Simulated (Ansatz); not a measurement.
Input:

Relaxed BP (zinc blende):

```yaml
crystal:
  lattice:
    - [0.00000, 2.27424, 2.27424]
    - [2.27424, 0.00000, 2.27424]
    - [2.27424, 2.27424, 0.00000]
  atoms:
    - { symbol: P, position: [0.75000, 0.75000, 0.75000] }
    - { symbol: B, position: [0.00000, 0.00000, 0.00000] }
```

In this cell atom 2 (B, nearest neighbour P at 1.970 Å; its periodic images, 3.2 Å or more away, move with it) is moved by s along Cartesian x, unit vector (1.000, 0.000, 0.000); all other atoms and the cell stay fixed.

Method: PBE (plane waves to 420 eV, PAW, scalar-relativistic; Ansatz, a quantum-chemistry and plane-wave program). k mesh 10×10×10 (Γ-centred), Fermi-Dirac smearing 0.05 eV. E stands for the smeared free energy. As the smearing reaches across the gap at some points, energies and forces of such displacements shift with the k mesh and the smearing. BP was relaxed with its symmetry unable to fall. The zero of ΔE is the undisplaced structure.

The scan covers s from -0.590 to 0.590 Å in 11 points.

Problem. Is the energy the same for equal positive and negative displacements?

Solution. Even: the same for both signs. With its periodic images moving along, the atom's site symmetry in this cell is -43m.

Problem. What is the energy change at s = 0.590 Å?

Solution. 2520 meV/cell.

Problem. What force acts on the atom along the line at s = -0.590 Å?

Solution. 6.19 eV/Å.

Problem. What is the force constant k = d²E/ds² of this move at s = 0?

Solution. 18.9 eV/Å².

Problem. With two atoms in the cell this is the zone-centre optical mode. What wavenumber follows?

Solution. 801 cm⁻¹.

(A displaced cell: forces are minus the slopes of the energy, force constants its curvatures, and phonons follow from these.)
